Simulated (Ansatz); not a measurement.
Hf (hcp (Mg type), P6_3/mmc) at seven volumes, PBE+D3(BJ) (plane waves, PAW; program Ansatz), shape and atoms relaxed at each. One row is withheld.

```tsv
V (Å³/atom)	P (GPa)
19.880	12.39
20.535	7.69
21.190	?
21.846	0.00
22.501	-3.15
23.156	-5.92
23.812	-8.34
```

Fit the shown pressures and predict the withheld one.

P = (3/2)B₀(x^(7/2) − x^(5/2))[1 + (3/4)(B′ − 4)(x − 1)] with x = (V₀/V)^(2/3). Least squares on the six rows gives V₀ = 21.845 Å³/atom, B₀ = 112 GPa, B′ = 3.40. At V = 21.190, x = 1.0205 and P = 3.59 GPa. The run itself gave 3.59 GPa.

Symmetry was held in the PBE+D3(BJ) relaxation. The run is not spin-polarised. The pairwise dispersion correction was not fitted to metals. Scalar-relativistic: spin–orbit coupling is off unless named, which matters more the heavier the elements.

Potentials: the later of the program's two PAW sets.
